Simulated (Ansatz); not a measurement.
The start is a relaxed GaAs cell with every coordinate shifted by Gaussian noise of σ = 0.2 Å. A full variable-cell relaxation at zero pressure is run with r2SCAN (plane waves to 500 eV, PAW, scalar-relativistic; Ansatz, a first-principles code). The first steps use a coarse 7×7×7 k-mesh.

The start:
```
CELL_PARAMETERS angstrom
      0.00000     2.83258     2.83258
      2.83258     0.00000     2.83258
      2.83258     2.83258     0.00000
ATOMIC_POSITIONS crystal
  As 0.75268 0.85827 0.70000
  Ga 0.08957 0.88113 0.97048
```

```json
{
 "initial_pressure": "+6.9 GPa (positive: the cell is compressed)",
 "Shortest distances (start → end)": "The closest pairs of elements (up to four, under 3.6 Å), start → end: As–Ga 2.17 → 2.45 Å",
 "band_gap_at_the_end": "0.97 eV, direct at Γ (no spin-orbit coupling)",
 "optimiser_moves": "5"
}
```

It ends as:

```cif
data_As4Ga4
_chemical_formula_sum 'As4 Ga4'
_space_group_name_H-M_alt 'F-43m'
_space_group_IT_number 216
_space_group_name_Hall 'F -4 2 3'
_cell_length_a 5.66512
_cell_length_b 5.66512
_cell_length_c 5.66512
_cell_angle_alpha 90.000
_cell_angle_beta 90.000
_cell_angle_gamma 90.000
loop_
_atom_site_label
_atom_site_type_symbol
_atom_site_symmetry_multiplicity
_atom_site_Wyckoff_symbol
_atom_site_fract_x
_atom_site_fract_y
_atom_site_fract_z
_atom_site_occupancy
As1 As 4 c 0.25000 0.25000 0.25000 1
Ga1 Ga 4 b 0.50000 0.50000 0.50000 1
```
(The calculation used a cell of 2 atoms; values per cell refer to that cell.)

Final values are on a 10×10×10 k-mesh of the relaxed cell. No spin polarisation in the result.
